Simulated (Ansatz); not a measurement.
**Axial (c/a) deformation path in WC**

Theory: DFT r2SCAN, scalar-relativistic, plane waves, PAW (Ansatz). Settings: plane waves to 500 eV, k-mesh 24×24×24 (Γ-centred), Gaussian smearing 0.15 eV. Spin–orbit coupling is left out, which can shift energies with elements as heavy as these. No spin polarisation. Energies are free energies at this smearing, counted from the undisturbed cell; pressure is positive in compression.

Zero of the scan (relaxed at this level):

```
W C
1.0
     2.91209    0.00000    0.00000
    -1.45605    2.52195    0.00000
     0.00000    0.00000    2.83620
W C
1 1
Direct
  0.00000 0.00000 0.00000
  0.66667 0.33333 0.50000
```

At fixed volume and fractional coordinates, lengths along (0.000, 0.000, 1.000) are scaled against those across it; ρ is that ratio over its starting value. The cell is metallic on the mesh throughout.

| ρ | ΔE (meV/atom) | pressure (GPa) |
| --- | --- | --- |
| 0.850 | 445.7 | 15.7 |
| 0.920 | 115.2 | 5.8 |
| 0.960 | 27.1 | 2.3 |
| 1.000 | 0.0 | 0.0 |
| 1.100 | ? | ? |
| 1.200 | 509.3 | 1.6 |

Q: Give the withheld values.

A: ΔE (meV/atom) at ρ = 1.100: 146.3; pressure (GPa) at ρ = 1.100: -1.4.

Cost: 6 runs of about 5.4 core-minutes in all, on Arm Neoverse V1 (shared hosts).